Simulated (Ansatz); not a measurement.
YSiNO2:
```xyz
5
Lattice="3.5784 0.0000 0.0000 0.0000 3.5784 0.0000 0.0000 0.0000 3.6966" Properties=species:S:1:pos:R:3 pbc="T T T"
Y      0.0000     0.0000     3.6908
Si     1.7892     1.7892     1.8423
N      1.7892     1.7892     3.6904
O      1.7892     0.0000     1.8419
O      0.0000     1.7892     1.8419
```

The program Ansatz at the r²SCAN level (PAW) gives a gap of 2.08 eV without spin–orbit coupling, maximum at A, minimum at Γ.

Task: What happens when spin–orbit coupling is switched on?

Result: The gap is nearly the same, to 2.08 eV; maximum at A, minimum at Γ.

Task: Give the electron effective mass with spin–orbit coupling.

Result: 0.36, 0.36, 0.43 mₑ (principal values).

Task: Give the hole effective mass with spin–orbit coupling.

Result: 0.44, 0.60, 0.65 mₑ (principal values).

Space group P4/mmm. The start of the workflow was typed in or built on a structure type; neither database checked (COD, Materials Project) lists it. COD files the formula under space group No. 15, 63. Its standing as an ambient phase is unchecked. The r²SCAN relaxation kept the symmetry of its start; whether a distortion lowers the energy is not shown. The run is not spin-polarised. Point labels and valley counts follow the cell and symmetry of the run, lower than the named group.

Potentials: the later of the program's two PAW sets.
